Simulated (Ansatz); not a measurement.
LaB6:
```
CELL_PARAMETERS angstrom
      4.15461     0.00000     0.00000
      0.00000     4.15461     0.00000
      0.00000     0.00000     4.15461
ATOMIC_POSITIONS crystal
  La 0.00000 0.00000 0.00000
  B  0.80017 0.50000 0.50000
  B  0.19983 0.50000 0.50000
  B  0.50000 0.80017 0.50000
  B  0.50000 0.19983 0.50000
  B  0.50000 0.50000 0.80017
  B  0.50000 0.50000 0.19983
```

Relaxed with PBE. Special points in fractions of this cell's reciprocal vectors: Γ (0.000, 0.000, 0.000); X (0.000, 0.500, 0.000); M (0.500, 0.500, 0.000); R (0.500, 0.500, 0.500).

Question: List the band energies nearest the Fermi level at these points for PBE (plane waves, PAW; program Ansatz).

Answer: In eV from the Fermi level; about four levels below and three above (degenerate sets whole), none deeper than 8.9 eV; points with the same levels are listed once.

```
k                                below                above
-  -----------------------------------  -------------------
Γ        -6.96 -6.96 -1.86 -1.86 -1.86       0.19 0.19 0.19
X        -3.46 -3.46 -3.19 -2.47 -1.49       1.41 1.57 1.57
M              -4.44 -4.44 -2.89 -2.89       0.99 0.99 1.88
R  -4.71 -4.71 -4.71 -2.40 -2.40 -2.40  1.42 1.69 1.69 1.69
```

Space group Pm-3m. The PBE relaxation kept the symmetry of its start. Scalar-relativistic: spin–orbit coupling is off unless named, which matters more the heavier the elements.

Potentials: the earlier of the program's two PAW sets.
